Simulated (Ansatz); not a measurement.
An Ansatz (a program for electronic structure) input:

Ansatz 0.2 input:
```yaml
crystal:
  lattice:
    - [0.0, 4.1741275972, 4.1741275972]
    - [4.1741275972, 0.0, 4.1741275972]
    - [4.1741275972, 4.1741275972, 0.0]
  atoms:
    - { symbol: Ba, position: [0.25, 0.25, 0.25] }
    - { symbol: Ba, position: [0.75, 0.75, 0.75] }
    - { symbol: Cd, position: [0.5, 0.5, 0.5] }
    - { symbol: Mo, position: [0.0, 0.0, 0.0] }
    - { symbol: O, position: [0.7704302192, 0.2295697808, 0.2295697808] }
    - { symbol: O, position: [0.2295697808, 0.7704302192, 0.7704302192] }
    - { symbol: O, position: [0.2295697808, 0.7704302192, 0.2295697808] }
    - { symbol: O, position: [0.7704302192, 0.2295697808, 0.7704302192] }
    - { symbol: O, position: [0.2295697808, 0.2295697808, 0.7704302192] }
    - { symbol: O, position: [0.7704302192, 0.7704302192, 0.2295697808] }
kpoints:
  mp_grid: { grid: [4, 4, 4] }
hamiltonian:
  xc: hse06
  pseudopotentials: { kind: paw }
scf:
  n_extra_bands: 10
  occupations: { method: fixed }
output:
  eigenvalues: true
  eigenstates:
    e_range: [-9.0, 12.0]
    kpoints:
      - [0.0, 0.0, 0.5]  # VBM
      - [0.0, 0.5, 0.5]  # CBM
      - [0.0, 0.0, 0.0]  # GAMMA
      - [0.5, 0.0, 0.5]  # X
      - [0.5, 0.5, 0.5]  # L
      - [0.5, 0.25, 0.75]  # W
      - [0.375, 0.375, 0.75]  # K
      - [0.625, 0.25, 0.625]  # U
```

Question: How many symmetry operations and irreducible k-points will the run report?

Answer: 48 operations, 8 of 64 k-points.

Question: With a cutoff of 420 eV, how many plane waves at Γ?

Answer: 2741.

It took around 13 core-minutes (rough) on shared server cores.

The points marked VBM and CBM come from a semilocal run.

Space group Fm-3m. The workflow started from a Materials Project entry (that database holds measured and hypothetical structures alike); the Crystallography Open Database copy checked does not list it. Whether it is the stable phase at ambient conditions was not checked. The cell was relaxed with r²SCAN under the symmetry of its start; its stability against distortions is not shown here. No spin polarisation was allowed. No Hubbard U is applied. Scalar-relativistic: spin–orbit coupling is off unless named, which matters more the heavier the elements.

Potentials: the later of the program's two PAW sets.

Ansatz is a plane-wave DFT program.
